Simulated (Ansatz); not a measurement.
This run works on a generated trial structure, not on a known crystal.

Input and command of a plane-wave DFT calculation in Ansatz:

```yaml
crystal:
  lattice:
    - [0.0, 5.6740097251, 5.6740097251]
    - [5.6740097251, 0.0, 5.6740097251]
    - [5.6740097251, 5.6740097251, 0.0]
  atoms:
    - { symbol: In, position: [0.0, 0.0, 0.0] }
    - { symbol: C, position: [0.7948991097, 0.2051008903, 0.2051008903] }
    - { symbol: C, position: [0.2051008903, 0.7948991097, 0.2051008903] }
    - { symbol: C, position: [0.2051008903, 0.2051008903, 0.7948991097] }
    - { symbol: C, position: [0.2051008903, 0.7948991097, 0.7948991097] }
    - { symbol: C, position: [0.7948991097, 0.2051008903, 0.7948991097] }
    - { symbol: C, position: [0.7948991097, 0.7948991097, 0.2051008903] }
    - { symbol: Au, position: [0.5, 0.5, 0.5], spin: 1.04 }
    - { symbol: "N", position: [0.6923686102, 0.3076313898, 0.3076313898] }
    - { symbol: "N", position: [0.3076313898, 0.6923686102, 0.3076313898] }
    - { symbol: "N", position: [0.3076313898, 0.3076313898, 0.6923686102] }
    - { symbol: "N", position: [0.3076313898, 0.6923686102, 0.6923686102] }
    - { symbol: "N", position: [0.6923686102, 0.3076313898, 0.6923686102] }
    - { symbol: "N", position: [0.6923686102, 0.6923686102, 0.3076313898] }
basis:
  ecutwfc: 420
kpoints:
  mp_grid: { grid: [6, 6, 6] }
hamiltonian:
  xc: pbe
scf:
  occupations: { method: gaussian, width: 0.02 }
output:
  forces: true
  stress: true
  eigenvalues: true
  populations: true
  write_density: true
  write_potential: true
  elf: true
  volumetric_format: npy
magnetization:
  spin_polarized: true
relax:
  adjacent_minimum: "off"
  f_tol: 0.01
  max_steps: 80
  cell: { stress_tol: 0.05 }
```

```bash
ansatz run input.yaml --threads 1 --pin off --max-ram 2560MiB --backend cpu --events-out ev --progress --plain --runs-dir out
```

Processor: Intel(R) Xeon(R) Platinum 8488C (Sapphire Rapids), 1 thread, on a host shared with other jobs.

Estimate time, memory and problem size.

About 100 s, peak memory 1 GiB. It solves 58 bands at 16 k points (after reduction by symmetry) with about 7119 plane waves (on the last cell), in 25 SCF iterations over 3 ionic steps.
